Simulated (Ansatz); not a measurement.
Cu$_{3}$Sn:
```
Cu3Sn
1.0
    4.27933     0.00000     0.00000
    0.00000     5.47994     0.00000
    0.00000     0.00000     4.78388
Cu Sn
6 2
Direct
  0.50000   0.00000   0.29854
  0.00000   0.50000   0.70146
  0.00000   0.75329   0.15512
  0.00000   0.24671   0.15512
  0.50000   0.74671   0.84488
  0.50000   0.25329   0.84488
  0.50000   0.50000   0.34267
  0.00000   0.00000   0.65733
```

Relaxed with r²SCAN. Special points in fractions of this cell's reciprocal vectors: Γ (0.000, 0.000, 0.000); X (0.500, 0.000, 0.000); S (0.500, 0.500, 0.000); Y (0.000, 0.500, 0.000); Z (0.000, 0.000, 0.500); U (0.500, 0.000, 0.500); R (0.500, 0.500, 0.500); T (0.000, 0.500, 0.500).

### Question
List the band energies nearest the Fermi level at these points for the program Ansatz at the r²SCAN level (PAW).

### Answer
In eV from the Fermi level; about four levels below and three above (degenerate sets whole), none deeper than 8.9 eV; points with the same levels are listed once.

| k | below | above |
|---|---|---|
| Γ | -2.27 -2.05 -1.77 -1.17 | 0.99 1.65 2.32 |
| X | -1.48 -1.48 -1.29 -1.29 | 1.35 1.35 4.82 4.82 |
| S | -2.35 -2.35 -0.17 -0.17 | 0.46 0.46 1.68 1.68 |
| Y | -0.68 -0.68 -0.17 -0.17 | 1.46 1.46 2.75 2.75 |
| Z | -1.97 -1.74 -1.50 -0.86 | 0.20 0.40 1.38 |
| U | -1.95 -1.95 -1.69 -1.69 | 1.05 1.05 2.11 2.11 |
| R | -2.32 -2.32 -2.10 -2.10 | 5.44 5.44 5.90 5.90 |
| T | -2.51 -2.51 -2.43 -2.43 | 1.51 1.51 1.55 1.55 |

Space group Pmmn. The first step of the workflow began from a Materials Project structure, measured or hypothetical; the Crystallography Open Database files this formula in space group No. 59, but the cells were not matched. Its standing as an ambient phase is unchecked. The cell was relaxed with r²SCAN under the symmetry of its start; its stability against distortions is not shown here. The run is not spin-polarised. Spin–orbit coupling is left out wherever it is not named.

Potentials: the later of the program's two PAW sets.
